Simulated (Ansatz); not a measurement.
Cu Kα1 powder pattern (kinematic, no thermal factors).
```tsv
2θ (°)	relative intensity	assignment
24.11	45	1 1 1
27.91	24	2 0 0
39.89	100	2 2 0
47.16	22	3 1 1
49.39	6	2 2 2
57.69	16	4 0 0
63.43	9	3 3 1
65.28	8	4 2 0
72.43	32	4 2 2
77.61	6	5 1 1
86.04	10	4 4 0
```

The pattern is computed from a structure relaxed with Ansatz, DFT PBE, scalar-relativistic, plane waves, PAW. No spin polarisation. Its elements are Ag, Si.

Q: Give the structure.

A: Si₃Ag.
Space group Fm-3m (No. 225). a = 6.387 Å, b = 6.387 Å, c = 6.387 Å, α = 90.00°, β = 90.00°, γ = 90.00°
| atom | site | symmetry | x | y | z |
| --- | --- | --- | --- | --- | --- |
| Si | 4a | m-3m | 0.0000 | 0.0000 | 0.0000 |
| Si | 8c | -43m | 0.2500 | 0.7500 | 0.7500 |
| Ag | 4b | m-3m | 0.5000 | 0.0000 | 0.0000 |

A pattern alone doesn't exclude other cells with like lines; this is the one computed.

The structure comes from a generated guess; another structure or a mixture of phases may lie lower.
